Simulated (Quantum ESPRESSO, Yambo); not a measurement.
CdTe (zinc blende, space group F-43m, No. 216) under isotropic strain (on all lattice vectors), counted from the cell relaxed with PBEsol, atoms relaxed at each step. PBEsol (Quantum ESPRESSO, PseudoDojo norm-conserving, 102 Ry, scalar-relativistic); G0W0 in Yambo (4×4×4 Γ-centred k mesh, bands 5 to 165 and a 10 Ry block in the screening, 165 bands in G with the Bruneval-Gonze terminator, plasmon pole fitted at 27.2 eV).

```json
[
 {"strain s (%)": "-3", "PBEsol direct gap at Γ (eV)": "0.918", "G0W0 direct gap at Γ (eV)": "2.150"},
 {"strain s (%)": "-1.5", "PBEsol direct gap at Γ (eV)": "0.779", "G0W0 direct gap at Γ (eV)": "1.979"},
 {"strain s (%)": "-0.7", "PBEsol direct gap at Γ (eV)": "0.708", "G0W0 direct gap at Γ (eV)": "1.901"},
 {"strain s (%)": "0", "PBEsol direct gap at Γ (eV)": "0.646", "G0W0 direct gap at Γ (eV)": "1.823"},
 {"strain s (%)": "+1", "PBEsol direct gap at Γ (eV)": "0.559", "G0W0 direct gap at Γ (eV)": "1.705"},
 {"strain s (%)": "+2", "PBEsol direct gap at Γ (eV)": "?", "G0W0 direct gap at Γ (eV)": "?"}
]
```

### Question
Fit a parabola in s to each column by least squares and predict the withheld row.

### Answer
PBEsol: E = 0.646 − 0.0876 s + 0.0010 s² (largest residual 0 meV), giving 0.475 eV at s = +2; the run gave 0.475 eV, a miss of 1 meV. G0W0: E = 1.820 − 0.1117 s − 0.0007 s² (largest residual 7 meV), giving 1.593 eV at s = +2; the run gave 1.606 eV, a miss of 12 meV. The withheld row lies outside the fitted range, so this is an extrapolation. The GW settings are held fixed; their convergence isn't established. The screening block changes size along the series (259 vectors at -3 %, 283 vectors at -1.5 %, 283 vectors at -0.7 %, 283 vectors at +0 %, 283 vectors at +1 %, 283 vectors at +2 %), which puts steps into the G0W0 values. Without spin-orbit coupling, band edges of such heavy elements can be off by tenths of an eV.

The standard potential for Te keeps a d shell in the valence without the s and p states of that shell. In tests on such compounds this moved G0W0 gaps by up to about 0.9 eV, so absolute quasiparticle energies here are unreliable; differences between settings are what counts.
